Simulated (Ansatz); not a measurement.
**Relaxation path: Rb (diamond type)**

DFT, LDA, PAW with Ansatz's default frozen-core files, scalar-relativistic (Ansatz 0.2.0); a Γ-centred 7×7×7 k mesh, Fermi–Dirac smearing of 0.08 eV, no spin polarisation. The run relaxes cell and atoms at a target pressure of 0 GPa.

Command: `ansatz run input.yaml --threads 1 --pin off --max-ram 2048MiB --backend cpu --events-out ev --progress --plain --runs-dir out` It took 12 s on 1 thread of Arm Neoverse V1, on a shared host, peak memory 0.38 GiB.

PAW: frozen-core files, cutoff 420 eV; forces are relaxed below 0.005 eV/Å.

Each step lists its free energy a cell above the last geometry, the pressure, the cell vectors (Å), and Cartesian positions (Å) with forces (eV/Å).

The first step:

```
step 1  dF = 44.15 meV  P = 0.36 GPa
  cell 0.0000 4.5929 4.5929  4.5929 0.0000 4.5929  4.5929 4.5929 0.0000
  Rb -1.1482 -1.1482 -1.1482   0.0000 0.0000 0.0000
  Rb 1.1482 1.1482 1.1482   0.0000 0.0000 0.0000
```

The PAW files were made under PBE.

The symmetry of the start is kept and no stability test is made, so the end need not be the stable phase.

Question: Where does the relaxation end, and by which steps?

Answer: After 4 geometries, with conventional a, b, c = 9.822, 9.822, 9.822 Å, at 118.429 Å³/atom (+22.23 % against the start) in space group Fd-3m, with a shortest distance of 4.253 Å. The further steps:
```
step 2  dF = 36.57 meV  P = 0.32 GPa
  cell 0.0000 4.6209 4.6209  4.6209 0.0000 4.6209  4.6209 4.6209 0.0000
  Rb -1.1552 -1.1552 -1.1552   0.0000 0.0000 0.0000
  Rb 1.1552 1.1552 1.1552   0.0000 0.0000 0.0000
step 3  dF = 2.19 meV  P = 0.07 GPa
  cell 0.0000 4.8448 4.8448  4.8448 0.0000 4.8448  4.8448 4.8448 0.0000
  Rb -1.2112 -1.2112 -1.2112   0.0000 0.0000 0.0000
  Rb 1.2112 1.2112 1.2112   0.0000 0.0000 0.0000
step 4  dF = 0.00 meV  P = 0.01 GPa
  cell 0.0000 4.9108 4.9108  4.9108 0.0000 4.9108  4.9108 4.9108 0.0000
  Rb -1.2277 -1.2277 -1.2277   0.0000 0.0000 0.0000
  Rb 1.2277 1.2277 1.2277   0.0000 0.0000 0.0000
step 5  dF = -0.30 meV  P = 0.01 GPa  (same geometry on a basis chosen anew; earlier energies don't compare to the last digit)
  cell 0.0000 4.9108 4.9108  4.9108 0.0000 4.9108  4.9108 4.9108 0.0000
  Rb -1.2277 -1.2277 -1.2277   0.0000 0.0000 0.0000
  Rb 1.2277 1.2277 1.2277   0.0000 0.0000 0.0000
```
